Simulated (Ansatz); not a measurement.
C:
```cif
data_C10
_chemical_formula_sum 'C10'
_space_group_name_H-M_alt 'P 1'
_space_group_IT_number 1
_cell_length_a 4.80897
_cell_length_b 4.80897
_cell_length_c 4.80897
_cell_angle_alpha 90.000
_cell_angle_beta 90.000
_cell_angle_gamma 90.000
loop_
_space_group_symop_operation_xyz
  'x, y, z'
loop_
_atom_site_label
_atom_site_type_symbol
_atom_site_fract_x
_atom_site_fract_y
_atom_site_fract_z
_atom_site_occupancy
C1 C 0.00000 0.00000 0.00000 1
C2 C 0.50000 0.50000 0.50000 1
C3 C 0.17798 0.17798 0.17798 1
C4 C 0.32202 0.32202 0.32202 1
C5 C 0.17798 0.82202 0.82202 1
C6 C 0.32202 0.67798 0.67798 1
C7 C 0.82202 0.17798 0.82202 1
C8 C 0.67798 0.32202 0.67798 1
C9 C 0.82202 0.82202 0.17798 1
C10 C 0.67798 0.67798 0.32202 1
```

Relaxed with r²SCAN.

Question: Which orbitals make up the states near the band edges in the program Ansatz at the r²SCAN level (PAW)?

Answer: Top 1 eV of the valence band: C 2p 97 %. Bottom 1 eV of the conduction band: C 2p 85 %, C 2s 10 %. Projections are on Löwdin-orthogonalised atomic valence shells; empty p or d shells of many metals are not among them.

Question: Tabulate the density of states.

Answer: States/eV per cell of 10 atoms, in 0.25 eV bins, energy from the valence-band maximum.

```tsv
E (eV)	total	C 2p	C 2s
-7.85	1.33	1.19	0.12
-7.60	4.03	3.77	0.21
-7.35	2.67	2.54	0.10
-7.10	14.15	13.89	0.10
-6.85	3.10	3.05	0.02
-6.60	0.00	0.00	0.00
-6.35	0.00	0.00	0.00
-6.10	0.00	0.00	0.00
-5.85	0.00	0.00	0.00
-5.60	0.00	0.00	0.00
-5.35	0.00	0.00	0.00
-5.10	0.00	0.00	0.00
-4.85	0.00	0.00	0.00
-4.60	0.00	0.00	0.00
-4.35	0.00	0.00	0.00
-4.10	0.00	0.00	0.00
-3.85	0.00	0.00	0.00
-3.60	0.00	0.00	0.00
-3.35	0.11	0.11	0.00
-3.10	0.85	0.84	0.00
-2.85	1.49	1.45	0.02
-2.60	2.34	2.27	0.04
-2.35	5.18	4.94	0.20
-2.10	4.90	4.64	0.23
-1.85	5.58	5.31	0.22
-1.60	6.10	5.81	0.24
-1.35	4.09	3.92	0.15
-1.10	4.25	4.11	0.12
-0.85	5.92	5.76	0.14
-0.60	13.28	12.78	0.45
-0.35	8.63	8.40	0.20
-0.10	1.28	1.27	0.01
0.15	0.00	0.00	0.00
0.40	0.00	0.00	0.00
0.65	0.00	0.00	0.00
0.90	0.00	0.00	0.00
1.15	0.00	0.00	0.00
1.40	0.00	0.00	0.00
1.65	0.00	0.00	0.00
1.90	0.00	0.00	0.00
2.15	0.00	0.00	0.00
2.40	0.00	0.00	0.00
2.65	0.00	0.00	0.00
2.90	0.00	0.00	0.00
3.15	0.00	0.00	0.00
3.40	0.00	0.00	0.00
3.65	0.00	0.00	0.00
3.90	0.00	0.00	0.00
4.15	0.00	0.00	0.00
4.40	0.00	0.00	0.00
4.65	5.01	4.01	0.74
4.90	9.57	8.28	0.83
5.15	5.07	4.42	0.40
5.40	4.05	3.49	0.35
5.65	2.76	2.37	0.25
5.90	2.44	2.07	0.25
6.15	3.82	3.24	0.40
6.40	3.25	2.76	0.31
6.65	2.49	2.02	0.23
6.90	1.80	1.33	0.17
7.15	1.78	1.16	0.22
7.40	3.44	2.02	0.63
7.65	3.89	1.84	1.10
7.90	6.10	3.80	1.07
8.15	4.40	2.68	0.83
8.40	2.77	1.94	0.46
8.65	3.57	1.99	0.95
8.90	5.47	2.66	1.61
9.15	3.44	2.25	0.59
9.40	2.75	2.03	0.32
```

Space group Pn-3m. The start of the workflow was typed in or built on a structure type; neither database checked (COD, Materials Project) lists it. It is not the phase usual at ambient conditions (space group No. 194, 227). The r²SCAN relaxation kept the symmetry of its start; its stability against distortions is not shown here.

Potentials: the later of the program's two PAW sets.
